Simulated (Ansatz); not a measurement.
Relaxed CdSe (zinc blende):

```xyz
2
Lattice="0.0000 3.0409 3.0409 3.0409 0.0000 3.0409 3.0409 3.0409 0.0000" Properties=species:S:1:pos:R:3 pbc="T T T"
Se     4.5614     4.5614     4.5614
Cd     0.0000     0.0000     0.0000
```

In this cell atom 2 (Cd, nearest neighbour Se at 2.634 Å; its periodic images, 4.3 Å or more away, move with it) is moved by s towards the nearest neighbour, unit vector (-0.577, -0.577, -0.577); all other atoms and the cell stay fixed.

Method: PBEsol (plane waves to 420 eV, PAW, scalar-relativistic; Ansatz, a program for electronic structure). k mesh 8×8×8 (Γ-centred), Fermi-Dirac smearing 0.05 eV. The energy includes the smearing's −TS. CdSe was relaxed with its symmetry unable to fall. ΔE is measured from the undisplaced structure.

```tsv
s (Å)	ΔE (meV/cell)
-0.530	318
-0.424	237
-0.318	154
-0.212	79
-0.106	23
0.000	0
0.106	31
0.212	145
0.318	382
0.424	801
0.530	1487
```

Q: What force constant k = d²E/ds² at s = 0 does the table give?

A: 4.7 eV/Å². It is the second difference of the nearest points, corrected with the next pair.

Q: With k = 4.73 eV/Å² from the forces, is the well harmonic out to s = 0.530 Å?

A: ½ks² = 665 meV/cell against the computed 1487 meV/cell, so the well is stiffer than harmonic there.

(A displaced cell: forces are minus the slopes of the energy, force constants its curvatures, and phonons follow from these.)
